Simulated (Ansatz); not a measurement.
NiGe2:
```xyz
3
Lattice="-1.6999 1.6999 3.9701 1.6999 -1.6999 3.9701 1.6999 1.6999 -3.9701" Properties=species:S:1:pos:R:3 pbc="T T T"
Ni     0.0000     0.0000     0.0000
Ge     0.0000     0.0000     2.6830
Ge     0.0000     0.0000     5.2571
```

Relaxed with PBE. Special points in fractions of this cell's reciprocal vectors: Γ (0.000, 0.000, 0.000); X (0.000, 0.000, 0.500); P (0.250, 0.250, 0.250); N (0.000, 0.500, 0.000); M (0.500, 0.500, -0.500); S (0.296, 0.704, -0.296); S0 (-0.296, 0.296, 0.296); R (-0.092, 0.092, 0.500); G (0.500, 0.500, -0.092).

Task: List the band energies nearest the Fermi level at these points for PBE (plane waves, PAW; program Ansatz).

Result: In eV from the Fermi level; about four levels below and three above (degenerate sets whole), none deeper than 8.9 eV; points with the same levels are listed once.

```csv
k,below,above
Γ,-2.36 -2.36 -2.17 -1.52 -0.01,1.43 1.87 1.87
X,-1.14 -1.00 -0.18 -0.05,3.00 4.34 5.00
P,-2.15 -2.15 -1.41 -1.14,0.14 0.82 1.58 1.58
N,-2.18 -1.67 -1.15 -0.46,3.32 3.44 4.30
M,-1.72 -1.72 -1.52 -0.92 -0.92,0.98 5.21 6.00
S,-2.26 -2.04 -1.66 -1.22,1.74 2.02 2.43
R,-2.21 -1.16 -0.99 -0.14,1.31 3.42 4.60
```

Space group I4/mmm (MoSi2 or CaC2 type). A made-up cell: these elements were put on the sites of a structure type; neither database checked (COD, Materials Project) lists it. Its standing as an ambient phase is unchecked. The cell was relaxed with PBE under the symmetry of its start; its stability against distortions is not shown here. The workflow began spin-polarised and lost its moments. Spin–orbit coupling is left out wherever it is not named.

Potentials: the later of the program's two PAW sets.
